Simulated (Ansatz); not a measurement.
CuO:
```
CELL_PARAMETERS angstrom
      4.35368     0.00000     0.00000
      0.00000     3.80558     0.00000
     -0.00882     0.00000     5.15495
ATOMIC_POSITIONS crystal
  Cu 0.00000 0.50000 0.50000
  Cu 0.00000 0.00000 0.00000
  Cu 0.50000 0.50000 0.00000
  Cu 0.50000 0.00000 0.50000
  O  0.75000 0.24937 0.25000
  O  0.25000 0.75063 0.75000
  O  0.25000 0.74937 0.25000
  O  0.75000 0.25063 0.75000
```
The run is spin-polarised; directions of the spins, atom by atom: ↓ ↓ ↑ ↑ 0 0 0 0.

This is the r²SCAN-relaxed structure. Tensor components refer to the Cartesian frame of this cell.

**Question.** All from DFT-r²SCAN in the program Ansatz with PAW potentials, unless another level is named. Predict the smallest direct gap on the standard path.

**Answer.** 0.56 eV.

**Question.** And the hole effective mass?

**Answer.** 0.86, 1.5, 2.7 mₑ (principal values).

**Question.** Next, the electron effective mass?

**Answer.** 0.88, 1.4, 1.6 mₑ (principal values).

**Question.** And the band gap?

**Answer.** 0.13 eV (indirect).

**Question.** Next, the conduction-band minimum?

**Answer.** off the standard path, at k = (-0.500, 0.000, 0.370) in fractions of the reciprocal vectors.

Space group Cccm. The start of the workflow was typed in or built on a structure type; the Crystallography Open Database copy checked does not list it. It is not the phase usual at ambient conditions (space group No. 15). Symmetry was held in the r²SCAN relaxation, as lowered by the spin order; whether a distortion lowers the energy is not shown. Spin order of the final state: antiferromagnetic, the only order run, not a proven ground state. Other orbital occupations within this spin state were not tried. No Hubbard U is applied.

Potentials: the earlier of the program's two PAW sets. The files were generated under PBE; for other functionals the program regenerates the frozen cores, and for LDA and PBEsol the local potential too.
